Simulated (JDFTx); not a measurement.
MoSi2(101) slab cut from bulk MoSi2 (space group I4/mmm, indices of the conventional cell, lattice of the Materials Project entry mp-2592, not re-optimised): 9 atoms in 9 planes, a 1x1 cell of 13.53 Å² (|a| = 3.204, |b| = 4.517 Å), 7.9 Å between the outermost planes, Si outermost, slab composition Mo3Si6, cell height 23.9 Å, 8×8×1 k mesh, Fermi smearing 0.01 Ha, no spin polarisation. Whether this polymorph is the ambient one wasn't checked.

All numbers are PBE, GBRV ultrasoft potentials, plane waves to 20/100 Ha results from JDFTx (a modified build), not measurements. Vacuum. The outer atoms relax from bulk positions, keeping the cell's symmetry; the lattice is not PBE's own optimum in this code, and that strain can shift the moves by a few hundredths of an ångström. Input:

```
lattice \
  6.0551738321 -3.0275869160 0.0000000000 \
  0.0000000000 7.9817224419 0.0000000000 \
  0.0000000000 0.0000000000 45.1644543786
coords-type Lattice
ion Mo 0.5755194270 0.1510388530 -0.1240501250 1
ion Mo 0.7193992830 0.4387985670 0.0000000000 0
ion Mo 0.8632791400 0.7265582800 0.1240501250 1
ion Si 0.8626878060 0.7253756130 -0.1656602580 1
ion Si 0.2883510470 0.5767020940 -0.0824399910 0
ion Si 0.0065676630 0.0131353260 -0.0416101330 0
ion Si 0.4322309040 0.8644618070 0.0416101330 0
ion Si 0.1504475200 0.3008950390 0.0824399910 0
ion Si 0.5761107600 0.1522215200 0.1656602580 1
ion-species pseudo/mo_pbe_v1.upf
ion-species pseudo/si_pbe_v1.upf
elec-cutoff 20 100
elec-ex-corr gga-PBE
coulomb-interaction Slab 001
coulomb-truncation-embed 0 0 0
kpoint-folding 8 8 1
elec-smearing Fermi 0.01
lcao-params 10
elec-n-bands 47
electronic-scf nIterations 100 energyDiffThreshold 1e-07
ionic-minimize nIterations 10 energyDiffThreshold 1e-5 knormThreshold 4e-4
dump-name vac.$VAR
dump End State Ecomponents EigStats BandEigs Forces ElecDensity IonicPositions Fillings Kpoints Dtot
```

Q: How far do the free atoms of the upper face move along the normal, and how much energy is released?

A: Si (atom 9) -0.13 Å, Mo (atom 3) -0.06 Å (positive: outward). The free energy falls by 0.109 eV per cell, 64 mJ/m².
